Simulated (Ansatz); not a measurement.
# Data sheet: Fe$_{3}$Ge (DFT)

Fe3Ge:
```
Fe3Ge
1.0
    3.66246     0.00000     0.00000
    0.00000     3.66246     0.00000
    0.00000     0.00000     3.66246
Fe Ge
3 1
Direct
  0.00000   0.50000   0.50000
  0.50000   0.00000   0.50000
  0.50000   0.50000   0.00000
  0.00000   0.00000   0.00000
```
The run is spin-polarised; directions of the spins, atom by atom: ↑ ↑ ↑ 0.

Space group Pm-3m (No. 221), Cu3Au type; conventional cell a = 3.6625 Å, b = 3.6625 Å, c = 3.6625 Å, α = 90.00°, β = 90.00°, γ = 90.00°.

Method: r²SCAN in the plane-wave PAW code Ansatz. Geometry: relaxed at this level of theory. Other levels are named where they apply.

Cell and energy:

| Item | Value |
|---|---|
| Volume per atom | 12.28 Å³ |
| Density | 8.12 g/cm³ |
| Formation energy from the elements (no fitted shifts) | -0.075 eV/atom |

Electronic structure:

| Quantity | Value |
|---|---|
| Electronic character | metallic (no gap) |
| Density of states at the Fermi level | 0.31 states/eV per atom (mean over ±0.08 eV) |

Magnetism:

| Quantity | Value |
|---|---|
| Magnetic order | ferromagnetic |
| Net moment | 1.94 μB per atom |

Mechanics:

| Item | Value |
|---|---|
| Bulk modulus (Birch–Murnaghan fit) | 163 GPa |
| Pressure derivative B′ | 4.3 |

Charges:

| Quantity | Result |
|---|---|
| Bader charges | Fe +0.16, Ge -0.49 e |

The first step of the workflow began from a Materials Project structure, measured or hypothetical; the Crystallography Open Database copy checked does not list it. COD files the formula under space group No. 194. Its standing as an ambient phase is unchecked. The r²SCAN relaxation kept the symmetry of its start; its stability against distortions is not shown here. Magnetic state: ferromagnetic, chosen from 4 collinear starts compared on coarse meshes (ties went to the first, and starts can fall back to one state), not a proven ground state. Other orbital occupations within this spin state were not tried. For itinerant 3d metals, meta-GGAs of the SCAN family and hybrids are commonly reported to give too large moments. Point labels and valley counts follow the cell and symmetry of the run, lower than the named group. The references are the lowest solids computed at this level, not always the standard phases. Scalar-relativistic: spin–orbit coupling is off unless named, which matters more the heavier the elements.

Potentials: the later of the program's two PAW sets.
